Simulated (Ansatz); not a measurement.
A sublattice moved along a line in TeAs

Method: Ansatz 0.2.0, DFT r2SCAN, scalar-relativistic, plane waves, PAW. Settings: plane waves to 500 eV, k-mesh 14×14×14 (Γ-centred), Gaussian smearing 0.15 eV. No spin polarisation. Energies are free energies at this smearing, counted from the undisturbed cell; pressure is positive in compression.

Reference structure (as given, not relaxed at this level; it stands at -1.1 GPa, and it needn't be the usual structure):

```
Te As
1.0
     0.00000    2.96767    2.96767
     2.96767    0.00000    2.96767
     2.96767    2.96767    0.00000
Te As
1 1
Direct
  0.50000 0.50000 0.50000
  0.00000 0.00000 0.00000
```

Every Te atom is moved by x along the Cartesian unit vector (0.000, 0.000, -1.000); the cell and all other atoms stay fixed. The cell is metallic on the mesh throughout.

```json
{"x (Å)": "-0.5000", "ΔE (meV/cell)": "380.9"}
{"x (Å)": "-0.2500", "ΔE (meV/cell)": "93.4"}
{"x (Å)": "0.0000", "ΔE (meV/cell)": "0.0"}
{"x (Å)": "0.0625", "ΔE (meV/cell)": "5.9"}
{"x (Å)": "0.1250", "ΔE (meV/cell)": "23.3"}
{"x (Å)": "0.1875", "ΔE (meV/cell)": "52.4"}
{"x (Å)": "0.3125", "ΔE (meV/cell)": "144.3"}
{"x (Å)": "0.3750", "ΔE (meV/cell)": "204.1"}
{"x (Å)": "0.4375", "ΔE (meV/cell)": "278.4"}
```

By symmetry 0.5000 repeats -0.5000, -0.3750 repeats 0.3750, 0.2500 repeats -0.2500, -0.1250 repeats 0.1250 in energy, with the opposite slope along the path.